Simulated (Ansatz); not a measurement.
CdSe: what the electron mass says about interband coupling

Level of theory: DFT r2SCAN, scalar-relativistic, plane waves, PAW (Ansatz 0.2.0).

Settings: cutoff 500 eV, Γ-centred mesh 8×8×8 on the computed 2-atom cell, Gaussian smearing of 0.02 eV; no spin polarisation.

Relaxed cell: F-43m, a = 6.134 Å, b = 6.134 Å, c = 6.134 Å, α = 90.00°, β = 90.00°, γ = 90.00°, 2 atoms in the primitive cell. This zinc-blende form isn't the usual stable structure of the compound.

The direct gap at Γ is 1.039 eV, and at Γ the conduction band has a mass of 0.0940 mₑ and the lightest hole 0.0994 mₑ, both along x.

Q: Use two-band k·p theory to get the Kane energy. As an exercise, what mass follows if the true gap is 1.5 times the computed one (semilocal functionals can miss by more, threefold or worse in zinc and cadmium oxides)?

A: Coupling to the valence top alone gives mₑ/m* = 1 + E_P/E_g, so E_P = E_g (mₑ/m* − 1) = 1.039 × (10.64 − 1) = 10.0 eV. The light hole is the mirror band, mₑ/mₗₕ = E_P/E_g − 1, and gives 11.5 eV; the spread shows what other bands add. Fits to experiment give about 15 to 31 eV for common tetrahedral semiconductors; the figure from the electron is a net one, lowered by higher conduction bands, and semilocal functionals tend to give less. With E_P fixed and E_g = 1.56 eV the mass becomes 0.135 mₑ: in this model the mass grows with the gap, in proportion where E_P ≫ E_g, which is why functionals that close gaps give light electrons. A correction that opens the gap also strengthens the coupling, so the true mass usually rises less. Remote bands and spin-orbit splitting are left out of the model.